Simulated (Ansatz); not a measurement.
Zr10Ga3Sb3 in space group P-62m (No. 189; Pearson symbol hP16), PBE in the plane-wave PAW code Ansatz, all energies at zero smearing, with the estimated change up to a 700 eV cutoff added, with one set of potentials and settings (totals compare only within such a set). Cell of 16 atoms (10 Zr, 3 Ga, 3 Sb): -72651.216 eV.

```tsv
element	reference phase	E (eV/atom)
Zr	P6_3/mmc, 2 atoms in the cell	-4183.8362
Ga	Cmce, 4 atoms in the cell	-3783.0209
Sb	R-3m, 2 atoms in the cell	-6484.4916
```

Formation energy per atom, worked out: (-72651.216 − 10×(-4183.8362) − 3×(-3783.0209) − 3×(-6484.4916))/16 = -0.645 eV/atom (-62 kJ per mol of atoms), at 0 K, without zero-point energy or fitted corrections.

The workflow started from a Materials Project entry (that database holds measured and hypothetical structures alike); the Crystallography Open Database copy checked does not list it. With Ga and Sb taken as one species the cell has the higher symmetry P6_3/mcm, so it may be an ordered model of a mixed-site phase. Its standing as an ambient phase is unchecked. The cell was relaxed with PBE under the symmetry of its start; its stability against distortions is not shown here. The run is not spin-polarised. The references are the lowest solids computed at this level, not always the standard phases. Scalar-relativistic: spin–orbit coupling is off unless named, which matters more the heavier the elements.

Potentials: the later of the program's two PAW sets.
